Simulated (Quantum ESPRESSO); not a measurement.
Space group F-43m (No. 216); a = 6.132 Å, b = 6.132 Å, c = 6.132 Å, α = 90.00°, β = 90.00°, γ = 90.00°

```tsv
atom	site	symmetry	x	y	z
Se	4d	-43m	0.7500	0.7500	0.7500
Hg	4a	-43m	0.0000	0.0000	0.0000
```
(The calculation used a cell of 2 atoms; values per cell refer to that cell.)

Cell and atoms were relaxed with PBEsol from Materials Project entry mp-820, within its symmetry.

### Question
What does norm-conserving PBEsol (Quantum ESPRESSO, 86 Ry, with spin-orbit coupling) give for the electronic structure near the Fermi level?

### Answer
At this level the gap is closed or nearly so: along the path the highest valence and lowest conduction bands touch, or overlap by less than 0.6 eV, a zero-gap or semimetallic result; the valence top lies at Γ, the conduction bottom at Γ.
